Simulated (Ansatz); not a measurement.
## Is this Na3SF structure stable?

The structure comes from a generated guess, relaxed at this level; another structure or a mixture of phases may lie lower.

The calculation used Ansatz, DFT PBE, scalar-relativistic, plane waves, PAW. The final run on the 10-atom cell used 420 eV, a Γ-centred 6×6×6 mesh, 0.02 eV smearing and no spin polarisation.

```cif
data_structure
_symmetry_space_group_name_H-M 'R-3c:H'
_symmetry_Int_Tables_number 167
_cell_length_a 6.4183
_cell_length_b 6.4183
_cell_length_c 15.1023
_cell_angle_alpha 90.000
_cell_angle_beta 90.000
_cell_angle_gamma 120.000
_cell_volume 538.78
loop_
_atom_site_label
_atom_site_type_symbol
_atom_site_symmetry_multiplicity
_atom_site_Wyckoff_symbol
_atom_site_fract_x
_atom_site_fract_y
_atom_site_fract_z
_atom_site_occupancy
Na1 Na 18 e 0.56581 0.56581 0.25000 1
S1 S 6 a 0.33333 0.66667 0.41667 1
F1 F 6 b 0.33333 0.66667 0.16667 1
```

The zero of energy is the elements' standard structures at the same level (F₂ as a molecule); no fitted shifts are applied.

Question: These tests were run: energy against the elements; phonons at Γ. What do they show?

Answer:

```csv
test,result
energy against the elements,−1.681 eV/atom
phonons at Γ,imaginary modes down to 29i cm⁻¹
```

It fails one test: phonons at Γ. So it isn't even a local minimum.

The reference form of S is held partly by dispersion forces, which this level lacks. The run for the phonons used a 6×6×6 k mesh.
